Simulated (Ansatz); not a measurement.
Method: DFT PBE, scalar-relativistic, plane waves, PAW in Ansatz. All cells share a 420 eV cutoff and Γ-centred k meshes spaced at most about 0.3 Å⁻¹ (about 0.25 or finer for metals, 2π included). Collinear spin in cells that started with moments and kept them past the coarse steps, no spin elsewhere.

Temperature and zero-point effects are left out. All come from trial cells, and lower structures may exist.

Question: These unrelaxed guesses for RuCl are each relaxed within their symmetry. Order them by the energy at which they end, lowest first.
A.

```
CELL_PARAMETERS angstrom
0.00000 2.80369 2.80369
2.80369 0.00000 2.80369
2.80369 2.80369 0.00000
ATOMIC_POSITIONS crystal
Ru 0.00000 0.00000 0.00000
Cl 0.50000 0.50000 0.50000
```

B.

```
CELL_PARAMETERS angstrom
3.41795 0.00000 0.00000
0.00000 3.41795 0.00000
0.00000 0.00000 3.41795
ATOMIC_POSITIONS crystal
Ru 0.50000 0.50000 0.50000
Cl 0.00000 0.00000 0.00000
```

C.

```
CELL_PARAMETERS angstrom
1.54985 0.89481 4.94724
-1.54985 0.89481 4.94724
0.00000 -1.78961 4.94724
ATOMIC_POSITIONS crystal
Ru 0.00000 0.00000 0.00000
Cl 0.50000 0.50000 0.50000
```

Answer: C (ends in R-3m, 0 meV/atom), B (ends in Pm-3m, caesium chloride type, 0.32 eV/atom), A (ends in Fm-3m, rock salt type, 0.42 eV/atom). Even the lowest end lies +0.67 eV/atom against the elements.

In R-3m, Pm-3m an odd number of electrons in the primitive cell allows no gap without spin; a larger cell or a magnetic state could open one. Another magnetic order may lie lower. Cells relaxed within their symmetry can be saddle points. Some candidate types were left out of the draw beforehand, so a known form may be missing.
